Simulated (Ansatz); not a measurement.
Input, command and steps of an Ansatz relaxation.

```yaml
crystal:
  lattice:
    - [-4.2754192974, 4.2754192974, 4.2754192974]
    - [4.2754192974, -4.2754192974, 4.2754192974]
    - [4.2754192974, 4.2754192974, -4.2754192974]
  atoms:
    - { symbol: Si, position: [0.5, 0.0, 0.7834805947] }
    - { symbol: Si, position: [0.2834805947, 0.2834805947, 0.2834805947] }
    - { symbol: Si, position: [0.5, 0.0, 0.2165194053] }
    - { symbol: Si, position: [0.7165194053, 0.7165194053, 0.7165194053] }
    - { symbol: Si, position: [0.7834805947, 0.5, 0.0] }
    - { symbol: Si, position: [0.0, 0.2165194053, 0.5] }
    - { symbol: Si, position: [0.2165194053, 0.5, 0.0] }
    - { symbol: Si, position: [0.0, 0.7834805947, 0.5] }
    - { symbol: O, position: [0.6773977953, 0.9273977953, 0.75] }
    - { symbol: O, position: [0.75, 0.6773977953, 0.9273977953] }
    - { symbol: O, position: [0.8226022047, 0.5726022047, 0.25] }
    - { symbol: O, position: [0.75, 0.1773977953, 0.4273977953] }
    - { symbol: O, position: [0.0726022047, 0.25, 0.3226022047] }
    - { symbol: O, position: [0.5, 0.0, 0.0] }
    - { symbol: O, position: [0.25, 0.8226022047, 0.5726022047] }
    - { symbol: O, position: [0.4273977953, 0.75, 0.1773977953] }
    - { symbol: O, position: [0.3226022047, 0.0726022047, 0.25] }
    - { symbol: O, position: [0.1773977953, 0.4273977953, 0.75] }
    - { symbol: O, position: [0.9273977953, 0.75, 0.6773977953] }
    - { symbol: O, position: [0.5, 0.5, 0.5] }
    - { symbol: O, position: [0.25, 0.3226022047, 0.0726022047] }
    - { symbol: O, position: [0.0, 0.5, 0.0] }
    - { symbol: O, position: [0.0, 0.0, 0.5] }
    - { symbol: O, position: [0.5726022047, 0.25, 0.8226022047] }
basis:
  ecutwfc: 420
kpoints:
  mp_grid: { grid: [4, 4, 4] }
hamiltonian:
  xc: lda
scf:
  occupations: { method: gaussian, width: 0.02 }
output:
  forces: true
  stress: true
  eigenvalues: true
relax:
  adjacent_minimum: "off"
  f_tol: 0.01
  max_steps: 30
```

```bash
ansatz run input.yaml --threads 4 --pin off --max-ram 10240MiB --backend cpu --events-out ev --progress --plain --runs-dir out
```

All numbers below come from Ansatz 0.2.0, DFT LDA, scalar-relativistic, plane waves, PAW.

The volume is held at 1.06 times that of the relaxed cell.

Of 4 frames 4 are shown, positions in Å and forces in eV/Å; the SCF threshold varies from step to step.

```xyz
24
Lattice="-4.2754 4.2754 4.2754 4.2754 -4.2754 4.2754 4.2754 4.2754 -4.2754" Properties=species:S:1:pos:R:3:forces:R:3 pbc="T T T" step=1 free_energy_over_end_meV_per_atom=4.68
Si    1.2120    5.4874   -1.2120    0.0961    0.0961   -0.0961
Si    1.2120    1.2120    1.2120    0.0961    0.0961    0.0961
Si   -1.2120    3.0634    1.2120   -0.0961   -0.0961    0.0961
Si    3.0634    3.0634    3.0634   -0.0961   -0.0961   -0.0961
Si   -1.2120    1.2120    5.4874   -0.0961    0.0961    0.0961
Si    3.0634    1.2120   -1.2120   -0.0961    0.0961   -0.0961
Si    1.2120   -1.2120    3.0634    0.0961   -0.0961   -0.0961
Si    5.4874   -1.2120    1.2120    0.0961   -0.0961    0.0961
O     4.2754    2.1377    3.6546    0.0000    0.0000   -0.3513
O     3.6546    4.2754    2.1377   -0.3513    0.0000    0.0000
O     0.0000    2.1377    4.8962    0.0000    0.0000    0.3513
O    -0.6208    4.2754    2.1377   -0.3513    0.0000    0.0000
O     2.1377    0.6208    0.0000    0.0000    0.3513    0.0000
O    -2.1377    2.1377    2.1377    0.0000    0.0000    0.0000
O     4.8962    0.0000    2.1377    0.3513    0.0000    0.0000
O     2.1377   -0.6208    4.2754    0.0000   -0.3513    0.0000
O     0.0000    2.1377    0.6208    0.0000    0.0000    0.3513
O     4.2754    2.1377   -0.6208    0.0000    0.0000   -0.3513
O     2.1377    3.6546    4.2754    0.0000   -0.3513    0.0000
O     2.1377    2.1377    2.1377    0.0000    0.0000    0.0000
O     0.6208    0.0000    2.1377    0.3513    0.0000    0.0000
O     2.1377   -2.1377    2.1377    0.0000    0.0000    0.0000
O     2.1377    2.1377   -2.1377    0.0000    0.0000    0.0000
O     2.1377    4.8962    0.0000    0.0000    0.3513    0.0000
24
Lattice="-4.2754 4.2754 4.2754 4.2754 -4.2754 4.2754 4.2754 4.2754 -4.2754" Properties=species:S:1:pos:R:3:forces:R:3 pbc="T T T" step=2 free_energy_over_end_meV_per_atom=2.38
Si    1.2156    5.4910   -1.2156    0.0129    0.0129   -0.0129
Si    1.2156    1.2156    1.2156    0.0129    0.0129    0.0129
Si   -1.2156    3.0598    1.2156   -0.0129   -0.0129    0.0129
Si    3.0598    3.0598    3.0598   -0.0129   -0.0129   -0.0129
Si   -1.2156    1.2156    5.4910   -0.0129    0.0129    0.0129
Si    3.0598    1.2156   -1.2156   -0.0129    0.0129   -0.0129
Si    1.2156   -1.2156    3.0598    0.0129   -0.0129   -0.0129
Si    5.4910   -1.2156    1.2156    0.0129   -0.0129    0.0129
O     4.2754    2.1377    3.6410    0.0000    0.0000   -0.2685
O     3.6410    4.2754    2.1377   -0.2685    0.0000    0.0000
O     0.0000    2.1377    4.9098    0.0000    0.0000    0.2685
O    -0.6344    4.2754    2.1377   -0.2685    0.0000    0.0000
O     2.1377    0.6344    0.0000    0.0000    0.2685    0.0000
O    -2.1377    2.1377    2.1377    0.0000    0.0000    0.0000
O     4.9098    0.0000    2.1377    0.2685    0.0000    0.0000
O     2.1377   -0.6344    4.2754    0.0000   -0.2685    0.0000
O     0.0000    2.1377    0.6344    0.0000    0.0000    0.2685
O     4.2754    2.1377   -0.6344    0.0000    0.0000   -0.2685
O     2.1377    3.6410    4.2754    0.0000   -0.2685    0.0000
O     2.1377    2.1377    2.1377    0.0000    0.0000    0.0000
O     0.6344    0.0000    2.1377    0.2685    0.0000    0.0000
O     2.1377   -2.1377    2.1377    0.0000    0.0000    0.0000
O     2.1377    2.1377   -2.1377    0.0000    0.0000    0.0000
O     2.1377    4.9098    0.0000    0.0000    0.2685    0.0000
24
Lattice="-4.2754 4.2754 4.2754 4.2754 -4.2754 4.2754 4.2754 4.2754 -4.2754" Properties=species:S:1:pos:R:3:forces:R:3 pbc="T T T" step=3 free_energy_over_end_meV_per_atom=0.02
Si    1.2213    5.4967   -1.2213   -0.0342   -0.0342    0.0342
Si    1.2213    1.2213    1.2213   -0.0342   -0.0342   -0.0342
Si   -1.2213    3.0541    1.2213    0.0342    0.0342   -0.0342
Si    3.0541    3.0541    3.0541    0.0342    0.0342    0.0342
Si   -1.2213    1.2213    5.4967    0.0342   -0.0342   -0.0342
Si    3.0541    1.2213   -1.2213    0.0342   -0.0342    0.0342
Si    1.2213   -1.2213    3.0541   -0.0342    0.0342    0.0342
Si    5.4967   -1.2213    1.2213   -0.0342    0.0342   -0.0342
O     4.2754    2.1377    3.6080    0.0000    0.0000   -0.0262
O     3.6080    4.2754    2.1377   -0.0262    0.0000    0.0000
O     0.0000    2.1377    4.9428    0.0000    0.0000    0.0262
O    -0.6674    4.2754    2.1377   -0.0262    0.0000    0.0000
O     2.1377    0.6674    0.0000    0.0000    0.0262    0.0000
O    -2.1377    2.1377    2.1377    0.0000    0.0000    0.0000
O     4.9428    0.0000    2.1377    0.0262    0.0000    0.0000
O     2.1377   -0.6674    4.2754    0.0000   -0.0262    0.0000
O     0.0000    2.1377    0.6674    0.0000    0.0000    0.0262
O     4.2754    2.1377   -0.6674    0.0000    0.0000   -0.0262
O     2.1377    3.6080    4.2754    0.0000   -0.0262    0.0000
O     2.1377    2.1377    2.1377    0.0000    0.0000    0.0000
O     0.6674    0.0000    2.1377    0.0262    0.0000    0.0000
O     2.1377   -2.1377    2.1377    0.0000    0.0000    0.0000
O     2.1377    2.1377   -2.1377    0.0000    0.0000    0.0000
O     2.1377    4.9428    0.0000    0.0000    0.0262    0.0000
24
Lattice="-4.2754 4.2754 4.2754 4.2754 -4.2754 4.2754 4.2754 4.2754 -4.2754" Properties=species:S:1:pos:R:3:forces:R:3 pbc="T T T" step=4 free_energy_over_end_meV_per_atom=0.00
Si    1.2210    5.4964   -1.2210   -0.0006   -0.0006    0.0006
Si    1.2210    1.2210    1.2210   -0.0006   -0.0006   -0.0006
Si   -1.2210    3.0544    1.2210    0.0006    0.0006   -0.0006
Si    3.0544    3.0544    3.0544    0.0006    0.0006    0.0006
Si   -1.2210    1.2210    5.4964    0.0006   -0.0006   -0.0006
Si    3.0544    1.2210   -1.2210    0.0006   -0.0006    0.0006
Si    1.2210   -1.2210    3.0544   -0.0006    0.0006    0.0006
Si    5.4964   -1.2210    1.2210   -0.0006    0.0006   -0.0006
O     4.2754    2.1377    3.6059    0.0000    0.0000   -0.0001
O     3.6059    4.2754    2.1377   -0.0001    0.0000    0.0000
O     0.0000    2.1377    4.9449    0.0000    0.0000    0.0001
O    -0.6695    4.2754    2.1377   -0.0001    0.0000    0.0000
O     2.1377    0.6695    0.0000    0.0000    0.0001    0.0000
O    -2.1377    2.1377    2.1377    0.0000    0.0000    0.0000
O     4.9449    0.0000    2.1377    0.0001    0.0000    0.0000
O     2.1377   -0.6695    4.2754    0.0000   -0.0001    0.0000
O     0.0000    2.1377    0.6695    0.0000    0.0000    0.0001
O     4.2754    2.1377   -0.6695    0.0000    0.0000   -0.0001
O     2.1377    3.6059    4.2754    0.0000   -0.0001    0.0000
O     2.1377    2.1377    2.1377    0.0000    0.0000    0.0000
O     0.6695    0.0000    2.1377    0.0001    0.0000    0.0000
O     2.1377   -2.1377    2.1377    0.0000    0.0000    0.0000
O     2.1377    2.1377   -2.1377    0.0000    0.0000    0.0000
O     2.1377    4.9449    0.0000    0.0000    0.0001    0.0000
```

It took 37 s on 4 threads of Intel(R) Xeon(R) Processor @ 2.50GHz (Skylake/Cascade Lake), with other jobs on the host, peak memory 0.97 GiB.